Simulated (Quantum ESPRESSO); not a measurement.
## Si3O4NF (finding a planted mistake in a log)

A calculation, not a measurement. The program is pw.x of Quantum ESPRESSO 7.5 (plane-wave density functional theory). The cell is made up: 9 atoms on a quartz lattice, with randomly drawn elements, strain and displacements, not relaxed. PseudoDojo standard norm-conserving files (v0.5 for PBE, v0.4.1 for LDA and PBEsol) set the functional; there is no spin polarisation, spin-orbit coupling or dispersion term, and the masses in the input are unused placeholders.

Intended input:

```
&control calculation='scf', pseudo_dir='./dojo.nc.sr.pbe.v0_5.standard.upf', outdir='./o', disk_io='low', tprnfor=.true., tstress=.true. /
&system ibrav=0, nat=9, ntyp=4, nbnd=30, ecutwfc=84.00895049, nosym=.true., tot_charge=0,
 occupations='smearing', smearing='fd', degauss=0.0018374661
/
&electrons conv_thr=7.350e-09, electron_maxstep=60, /
ATOMIC_SPECIES
F 1.0 F.upf
N 1.0 N.upf
O 1.0 O.upf
Si 1.0 Si.upf
CELL_PARAMETERS angstrom
4.9228 -0.041 0.0477
-2.4969 4.3253 -0.0252
0.0524 -0.0017 5.3206
ATOMIC_POSITIONS angstrom
Si 2.2706 -0.0183 3.4894
Si -1.1682 2.0571 1.7616
Si 1.365 2.3365 -0.102
O 1.4278 1.0321 4.0436
O 3.2564 0.6414 2.4827
O 2.6021 2.5317 0.6646
O 0.2607 1.7334 1.103
N -1.0219 3.2 2.8837
F 0.76 3.7478 4.8402
K_POINTS automatic
5 5 4 1 1 1
```

The log is shortened where brackets say so; the opening notice, blank lines, dates and the lines on written files are dropped, and the path of the files is cut. It prints rydbergs, bohrs and kilobars, and counts compression as positive stress. Where no state is partly filled, the Fermi energy that it prints is only some level between the filled and the empty states on the mesh, and need not lie in the true gap.

Log of the intended run:

```
     Program PWSCF v.7.5
     Parallel version (MPI & OpenMP), running on       4 processor cores
     Number of MPI processes:                 4
     Threads/MPI process:                     1
     [start-up lines left out]
     bravais-lattice index     =            0
     lattice parameter (alat)  =       9.3035  a.u.
     unit-cell volume          =     760.7660 (a.u.)^3
     number of atoms/cell      =            9
     number of atomic types    =            4
     number of electrons       =        48.00
     number of Kohn-Sham states=           30
     kinetic-energy cutoff     =      84.0090  Ry
     charge density cutoff     =     336.0358  Ry
     scf convergence threshold =      7.3E-09
     mixing beta               =       0.7000
     number of iterations used =            8  plain     mixing
     Exchange-correlation= PBE
                           (   1   4   3   4   0   0   0)
     [axes and pseudopotential details left out]
   Cartesian axes
     site n.     atom                  positions (alat units)
         1        Si     tau(   1) = (   0.4612039  -0.0037171   0.7087664  )
         2        Si     tau(   2) = (  -0.2372846   0.4178378   0.3578159  )
         3        Si     tau(   3) = (   0.2772586   0.4745895  -0.0207182  )
         4        O      tau(   4) = (   0.2900145   0.2096400   0.8213354  )
         5        O      tau(   5) = (   0.6614395   0.1302811   0.5042856  )
         6        O      tau(   6) = (   0.5285382   0.5142385   0.1349935  )
         7        O      tau(   7) = (   0.0529533   0.3520879   0.2240412  )
         8        N      tau(   8) = (  -0.2075682   0.6499835   0.5857367  )
         9        F      tau(   9) = (   0.1543711   0.7612526   0.9831407  )
     number of k points=    50  Fermi-Dirac smearing, width (Ry)=  0.0018
                       cart. coord. in units 2pi/alat
        k(    1) = (   0.1003324   0.1724115   0.1147307), wk =   0.0400000
        k(    2) = (   0.0980912   0.1724656   0.3460801), wk =   0.0400000
     [further k points left out]
     Dense  grid:    79165 G-vectors     FFT dimensions: (  60,  60,  60)
     Estimated max dynamical RAM per process >     161.78 MB
     Estimated total dynamical RAM >     589.15 MB
     Initial potential from superposition of free atoms
     starting charge      47.9981, renormalised to      48.0000
     Starting wfcs are   36 randomized atomic wfcs
     total cpu time spent up to now is        2.1 secs
     per-process dynamical memory:   123.7 Mb
     Self-consistent Calculation
     iteration #  1     ecut=    84.01 Ry     beta= 0.70
     Davidson diagonalization with overlap
     ethr =  1.00E-02,  avg # of iterations =  3.2
     total cpu time spent up to now is        5.4 secs
     total energy              =    -226.98926804 Ry
     estimated scf accuracy    <       2.93671516 Ry
     iteration #  2     ecut=    84.01 Ry     beta= 0.70
     Davidson diagonalization with overlap
     ethr =  6.12E-03,  avg # of iterations =  2.8
     total cpu time spent up to now is        8.5 secs
     total energy              =    -227.68568791 Ry
     estimated scf accuracy    <       2.35044746 Ry
     [iterations 3 to 10 left out]
     iteration # 11     ecut=    84.01 Ry     beta= 0.70
     Davidson diagonalization with overlap
     ethr =  7.82E-11,  avg # of iterations =  2.5
     total cpu time spent up to now is       34.5 secs
     total energy              =    -228.19576832 Ry
     estimated scf accuracy    <          9.0E-09 Ry
     iteration # 12     ecut=    84.01 Ry     beta= 0.70
     Davidson diagonalization with overlap
     ethr =  1.87E-11,  avg # of iterations =  2.0
     total cpu time spent up to now is       37.1 secs
     End of self-consistent calculation
     [lines on levels left out]
     the Fermi energy is     6.6850 ev
!    total energy              =    -228.19576832 Ry
     estimated scf accuracy    <          9.2E-10 Ry
     smearing contrib. (-TS)   =       0.00000000 Ry
     internal energy E=F+TS    =    -228.19576832 Ry
     The total energy is F=E-TS. E is the sum of the following terms:
     one-electron contribution =    -106.90690484 Ry
     hartree contribution      =      79.53336338 Ry
     xc contribution           =     -61.28281670 Ry
     ewald contribution        =    -139.53941016 Ry
     convergence has been achieved in  12 iterations
     Forces acting on atoms (cartesian axes, Ry/au):
     atom    1 type  4   force =     0.17123487   -0.02905508   -0.09636897
     atom    2 type  4   force =    -0.00740390    0.02281134    0.02241423
     atom    3 type  4   force =    -0.22106155   -0.26654972   -0.02457446
     atom    4 type  3   force =    -0.18716058    0.37344104    0.25392911
     atom    5 type  3   force =     0.08680309    0.00380649   -0.06165546
     atom    6 type  3   force =     0.23248664    0.02304308    0.09914101
     atom    7 type  3   force =     0.06374012    0.02250530   -0.13437764
     atom    8 type  2   force =    -0.14718948   -0.20816302   -0.04468429
     atom    9 type  1   force =     0.00855081    0.05816056   -0.01382351
     Total force =     0.754351     Total SCF correction =     0.000030
     Computing stress (Cartesian axis) and pressure
          total   stress  (Ry/bohr**3)                   (kbar)     P=      204.65
   0.00170410   0.00004856   0.00021428          250.68        7.14       31.52
   0.00004856   0.00180564   0.00063954            7.14      265.62       94.08
   0.00021428   0.00063954   0.00066388           31.52       94.08       97.66
     init_run     :      2.02s CPU      2.10s WALL (       1 calls)
     electrons    :     34.87s CPU     35.00s WALL (       1 calls)
     forces       :      0.57s CPU      0.57s WALL (       1 calls)
     stress       :      1.84s CPU      1.84s WALL (       1 calls)
     [timing details left out]
     PWSCF        :     39.36s CPU     39.60s WALL
     JOB DONE.
```

A second run was made from an input with one planted mistake. Its log:

```
     Program PWSCF v.7.5
     Parallel version (MPI & OpenMP), running on       4 processor cores
     Number of MPI processes:                 4
     Threads/MPI process:                     1
     [start-up lines left out]
     bravais-lattice index     =            0
     lattice parameter (alat)  =       9.3035  a.u.
     unit-cell volume          =     760.7660 (a.u.)^3
     number of atoms/cell      =            9
     number of atomic types    =            4
     number of electrons       =        48.00
     number of Kohn-Sham states=           30
     kinetic-energy cutoff     =      84.0090  Ry
     charge density cutoff     =     336.0358  Ry
     scf convergence threshold =      7.3E-09
     mixing beta               =       0.7000
     number of iterations used =            8  plain     mixing
     Exchange-correlation= PBESOL
                           (   1   4  10   8   0   0   0)
     [axes and pseudopotential details left out]
   Cartesian axes
     site n.     atom                  positions (alat units)
         1        Si     tau(   1) = (   0.4612039  -0.0037171   0.7087664  )
         2        Si     tau(   2) = (  -0.2372846   0.4178378   0.3578159  )
         3        Si     tau(   3) = (   0.2772586   0.4745895  -0.0207182  )
         4        O      tau(   4) = (   0.2900145   0.2096400   0.8213354  )
         5        O      tau(   5) = (   0.6614395   0.1302811   0.5042856  )
         6        O      tau(   6) = (   0.5285382   0.5142385   0.1349935  )
         7        O      tau(   7) = (   0.0529533   0.3520879   0.2240412  )
         8        N      tau(   8) = (  -0.2075682   0.6499835   0.5857367  )
         9        F      tau(   9) = (   0.1543711   0.7612526   0.9831407  )
     number of k points=    50  Fermi-Dirac smearing, width (Ry)=  0.0018
                       cart. coord. in units 2pi/alat
        k(    1) = (   0.1003324   0.1724115   0.1147307), wk =   0.0400000
        k(    2) = (   0.0980912   0.1724656   0.3460801), wk =   0.0400000
     [further k points left out]
     Dense  grid:    79165 G-vectors     FFT dimensions: (  60,  60,  60)
     Estimated max dynamical RAM per process >     161.78 MB
     Estimated total dynamical RAM >     589.15 MB
     Initial potential from superposition of free atoms
     starting charge      47.9982, renormalised to      48.0000
     Starting wfcs are   36 randomized atomic wfcs
     total cpu time spent up to now is        2.1 secs
     per-process dynamical memory:   127.0 Mb
     Self-consistent Calculation
     iteration #  1     ecut=    84.01 Ry     beta= 0.70
     Davidson diagonalization with overlap
     ethr =  1.00E-02,  avg # of iterations =  3.3
     total cpu time spent up to now is        5.4 secs
     total energy              =    -226.38521952 Ry
     estimated scf accuracy    <       2.81581400 Ry
     iteration #  2     ecut=    84.01 Ry     beta= 0.70
     Davidson diagonalization with overlap
     ethr =  5.87E-03,  avg # of iterations =  3.0
     total cpu time spent up to now is        8.4 secs
     total energy              =    -227.03663084 Ry
     estimated scf accuracy    <       2.37427705 Ry
     [iterations 3 to 10 left out]
     iteration # 11     ecut=    84.01 Ry     beta= 0.70
     Davidson diagonalization with overlap
     ethr =  9.07E-11,  avg # of iterations =  2.3
     total cpu time spent up to now is       34.6 secs
     total energy              =    -227.55456529 Ry
     estimated scf accuracy    <          9.2E-09 Ry
     iteration # 12     ecut=    84.01 Ry     beta= 0.70
     Davidson diagonalization with overlap
     ethr =  1.91E-11,  avg # of iterations =  2.0
     total cpu time spent up to now is       37.4 secs
     End of self-consistent calculation
     [lines on levels left out]
     the Fermi energy is     6.4940 ev
!    total energy              =    -227.55456529 Ry
     estimated scf accuracy    <          1.0E-09 Ry
     smearing contrib. (-TS)   =       0.00000000 Ry
     internal energy E=F+TS    =    -227.55456529 Ry
     The total energy is F=E-TS. E is the sum of the following terms:
     one-electron contribution =    -106.58755232 Ry
     hartree contribution      =      78.96767579 Ry
     xc contribution           =     -60.39527860 Ry
     ewald contribution        =    -139.53941016 Ry
     convergence has been achieved in  12 iterations
     Forces acting on atoms (cartesian axes, Ry/au):
     atom    1 type  4   force =     0.17289169   -0.02441017   -0.09243333
     atom    2 type  4   force =    -0.00782407    0.01998769    0.02014287
     atom    3 type  4   force =    -0.22017315   -0.26271899   -0.02423128
     atom    4 type  3   force =    -0.18036185    0.36791562    0.25204381
     atom    5 type  3   force =     0.08292148    0.00695972   -0.05932563
     atom    6 type  3   force =     0.22784122    0.01955648    0.09958393
     atom    7 type  3   force =     0.06146938    0.02658177   -0.13407016
     atom    8 type  2   force =    -0.14448679   -0.20678564   -0.04572775
     atom    9 type  1   force =     0.00772208    0.05291351   -0.01598246
     Total force =     0.743881     Total SCF correction =     0.000033
     Computing stress (Cartesian axis) and pressure
          total   stress  (Ry/bohr**3)                   (kbar)     P=      171.71
   0.00147085   0.00005822   0.00021807          216.37        8.56       32.08
   0.00005822   0.00158223   0.00064754            8.56      232.75       95.26
   0.00021807   0.00064754   0.00044867           32.08       95.26       66.00
     init_run     :      2.02s CPU      2.08s WALL (       1 calls)
     electrons    :     35.15s CPU     35.28s WALL (       1 calls)
     forces       :      0.56s CPU      0.58s WALL (       1 calls)
     stress       :      1.81s CPU      1.81s WALL (       1 calls)
     [timing details left out]
     PWSCF        :     39.59s CPU     39.82s WALL
     JOB DONE.
```

Question: what was wrong in the second input?

Answer: the files are those of another functional. The input lines that differ, file-writing options aside:

```
- &control calculation='scf', pseudo_dir='./dojo.nc.sr.pbe.v0_5.standard.upf', outdir='./o', disk_io='low', tprnfor=.true., tstress=.true. /
+ &control calculation='scf', pseudo_dir='./dojo.nc.sr.pbesol.v0_4_1.standard.upf', outdir='./o', disk_io='low', tprnfor=.true., tstress=.true. /
```

|  | intended run | run with the mistake |
| --- | --- | --- |
| free energy (eV) | -3104.762 | -3096.038 |
| smearing term -TS (eV) | 0.0000 | 0.0000 |
| pressure (GPa) | 20.47 | 17.17 |
| largest force component (eV/Å) | 9.602 | 9.459 |
| largest change of a force component (eV/Å) |  | 0.175 |
| iterations | 12 | 12 |

For scale, a rerun of the intended cell at a cutoff of 1437 eV and k mesh 7 x 7 x 6 moved values by no more than 0.003 eV in energy, 0.02 GPa in stress and 0.002 eV/Å in force. Files of another functional have another zero of energy, so the energy change says nothing on stability.